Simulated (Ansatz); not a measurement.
The end of the path is a generated cell of MoRu: the first start was made by placing the elements on the sites of a structure type, and the end was not matched to a known phase here, so it may be hypothetical.

A geometry of MoRu away from equilibrium: step 2 of the relaxation of a generated trial cell of MoRu in the AFLOW prototype AB_oC8_65_j_g (as in VIr). Level of theory: PBEsol (plane waves to 420 eV, PAW, scalar-relativistic; Ansatz, a program for electronic structure). Γ-centred k-mesh 7×7×11 on the run's cell (coarser than for final values), Fermi–Dirac smearing 0.05 eV.

```yaml
crystal:
  lattice:
    - [3.01262, -3.34954, 0.00000]
    - [3.01262, 3.34954, 0.00000]
    - [0.00000, 0.00000, 2.83472]
  atoms:
    - { symbol: Ru, position: [0.80034, 0.19966, 0.50000] }
    - { symbol: Ru, position: [0.19966, 0.80034, 0.50000] }
    - { symbol: Mo, position: [0.30900, 0.30900, 0.00000] }
    - { symbol: Mo, position: [0.69100, 0.69100, 0.00000] }
```

Q: Give the Cartesian forces on all atoms (eV/Å).

A: 
| atom | Fx | Fy | Fz |
|---|---|---|---|
| Ru1 | 0.00 | 1.33 | 0.00 |
| Ru2 | 0.00 | -1.33 | 0.00 |
| Mo3 | -2.98 | 0.00 | 0.00 |
| Mo4 | 2.98 | 0.00 | 0.00 |

Q: What is the pressure?

A: +5.2 GPa, compression positive.

No spin polarisation in the result.

The run could not lose the symmetry of its start; a randomly shaken copy of 8 atoms returns to this structure.
